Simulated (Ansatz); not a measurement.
Na: stiffness from a series of strains

```xyz
1
Lattice="-2.1175 2.1175 2.1175 2.1175 -2.1175 2.1175 2.1175 2.1175 -2.1175" Properties=species:S:1:pos:R:3 pbc="T T T"
Na    0.0000    0.0000    0.0000
```

The structure is an experimental refinement, used without relaxation.

Theory: DFT, PBEsol, all-electron LAPW, scalar-relativistic (Ansatz 0.2.0).

Sampling and basis: a Γ-centred 11×11×11 k mesh, Fermi–Dirac smearing of 0.03 eV, basis error target 0.5 meV/atom, no spin polarisation.

The strain is applied along the Cartesian axes of the cell as listed (γ is the engineering shear, twice εxy = εyz = εzx). Fractional coordinates are held (clamped ions).

σ is the change of stress from the unstrained cell, which is at -0.34 GPa; tension is positive, so slopes are stress–strain coefficients at that pressure. In a metal the k mesh adds noise.

Only quantities that a quadratic follows smoothly over the whole series are listed; rougher ones are left out.

```tsv
γ	σxy (GPa)
-0.0200	-0.16
0.0000	0.00
0.0100	0.07
0.0200	0.13
```

(1) Fit the series and read off the stiffness at zero strain.

(2) One run, at γ = -0.0100, is withheld. Predict its row.

Answers

(1) Least-squares fits y = p0 + p1 x + p2 x² to the rows give σxy (GPa): p1 = 7.26, p2 = -39. So C44 (clamped ions) = 7 GPa.

(2) The fits give -0.08; the run gave -0.07.
